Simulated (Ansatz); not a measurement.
SrTiO3:
```
SrTiO3
1.0
   -2.75937     2.75937     3.91415
    2.75937    -2.75937     3.91415
    2.75937     2.75937    -3.91415
Sr Ti O
2 2 6
Cartesian
  0.00000   2.75937   1.95707
  2.75937   0.00000   1.95707
  0.00000   0.00000   0.00000
  0.00000   0.00000   3.91415
 -1.28674   1.47263   3.91415
  4.04611   1.28674   0.00000
  1.28674   1.47263   0.00000
  1.47263   1.28674   3.91415
  0.00000   0.00000   5.87122
  0.00000   0.00000   1.95707
```

Tensor components refer to the Cartesian frame of this cell.

Question: Give the high-frequency dielectric tensor and the Born effective charge tensors of the independent atoms from DFPT, the program Ansatz at the r²SCAN level (PAW).

Answer: 
ε∞:
```
5.64  0.00  0.00
0.00  5.64  0.00
0.00  0.00  5.65
```
Z* of atom 1 (Sr), rows: field, columns: displacement, in e:
```
2.50  0.00  0.00
0.00  2.50  0.00
0.00  0.00  2.53
```
Z* of atom 3 (Ti), rows: field, columns: displacement, in e:
```
 7.13   0.22   0.00
-0.22   7.13   0.00
 0.00   0.00   7.13
```
Z* of atom 5 (O), rows: field, columns: displacement, in e:
```
-3.83   1.84   0.00
 1.84  -3.83   0.00
 0.00   0.00  -2.00
```
Z* of atom 9 (O), rows: field, columns: displacement, in e:
```
-1.98   0.00   0.00
 0.00  -1.98   0.00
 0.00   0.00  -5.67
```

Static charges for comparison (Bader): Sr1 +1.63, Ti3 +2.34, O5 -1.32, O9 -1.32 e. Born charges measure polarisation by displacement and can exceed these by far.

Space group I4/mcm. The workflow started from a Materials Project entry (that database holds measured and hypothetical structures alike); the Crystallography Open Database files this formula in space group No. 140, but the cells were not matched. It is not the phase usual at ambient conditions (space group No. 221). The cell was relaxed with r²SCAN under the symmetry of its start. At this level the phase is dynamically unstable (imaginary phonons). The run is not spin-polarised. Scalar-relativistic: spin–orbit coupling is off unless named, which matters more the heavier the elements.

Potentials: the earlier of the program's two PAW sets. The files were generated under PBE; for other functionals the program regenerates the frozen cores, and for LDA and PBEsol the local potential too.
